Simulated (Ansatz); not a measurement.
LaF in space group P6_3/mmc (No. 194; La on 2c, F on 2d) at seven volumes, LDA (plane waves, PAW; program Ansatz), shape and atoms relaxed at each. One row is withheld.

| V (Å³/atom) | P (GPa) |
|---|---|
| 18.475 | 9.54 |
| 19.084 | 5.77 |
| 19.693 | 2.63 |
| 20.302 | 0.00 |
| 20.911 | ? |
| 21.520 | -4.02 |
| 22.129 | -5.45 |

### Question
Fit the shown pressures and predict the withheld one.

### Answer
Third-order Birch–Murnaghan: P = (3/2)B₀(x^(7/2) − x^(5/2))[1 + (3/4)(B′ − 4)(x − 1)] with x = (V₀/V)^(2/3). Least squares on the six rows gives V₀ = 20.302 Å³/atom, B₀ = 79.37 GPa, B′ = 5.15. At V = 20.911, x = 0.9805 and P = -2.17 GPa. The run itself gave -2.19 GPa.

The workflow started from a Materials Project entry (that database holds measured and hypothetical structures alike); the Crystallography Open Database copy checked does not list it. Its standing as an ambient phase is unchecked. The LDA relaxation kept the symmetry of its start; its stability against distortions is not shown here. Spin–orbit coupling is left out wherever it is not named.

Potentials: the later of the program's two PAW sets.
